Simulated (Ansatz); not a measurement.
Data:

Nb5Si3 (space group P6_3/mcm)

```xyz
16
Lattice="7.5075 0.0000 0.0000 -3.7538 6.5017 0.0000 0.0000 0.0000 5.2235" Properties=species:S:1:pos:R:3 pbc="T T T"
Nb     5.6356     0.0000     3.9176
Nb     1.8720     0.0000     1.3059
Nb     2.8178     4.8805     1.3059
Nb     0.9360     1.6212     3.9176
Nb    -2.8178     4.8805     3.9176
Nb    -0.9360     1.6212     1.3059
Nb     3.7538     2.1672     2.6118
Nb     0.0000     4.3345     2.6118
Nb     0.0000     4.3345     0.0000
Nb     3.7538     2.1672     0.0000
Si     4.5526     0.0000     1.3059
Si     2.9549     0.0000     3.9176
Si     2.2763     3.9427     3.9176
Si     1.4775     2.5590     1.3059
Si    -2.2763     3.9427     1.3059
Si    -1.4775     2.5590     3.9176
```

The volume is varied about the relaxed value V₀ at fixed cell shape. The atoms relax within the cell's symmetry.

Calculation: PBEsol (plane waves to 420 eV, PAW, scalar-relativistic; Ansatz, an electronic-structure program). k mesh 6×6×7 (Γ-centred), Fermi-Dirac smearing 0.05 eV. Energies are smeared free energies. Compression counts positive. With the shape held, the modulus is that of even scaling; a crystal free to change shape is softer. Nb5Si3 is run without spin polarisation. Nb5Si3 was relaxed with its symmetry unable to fall. This is one of several known forms of Nb5Si3; the measured ambient cells at hand have space group No. 140. ΔE is measured from the relaxed starting cell.

The scan covers V/V₀ from 0.840 to 1.160 in 9 points.

Question: What is ΔE at V/V₀ = 1.160?

Answer: 192 meV/atom.

Question: What is ΔE at V/V₀ = 0.840?

Answer: 340 meV/atom.

Question: What pressure does the cell carry at V/V₀ = 0.840?

Answer: 49.5 GPa.

(Under strain, the slope of the energy per volume gives the stress and its curvature an elastic modulus.)
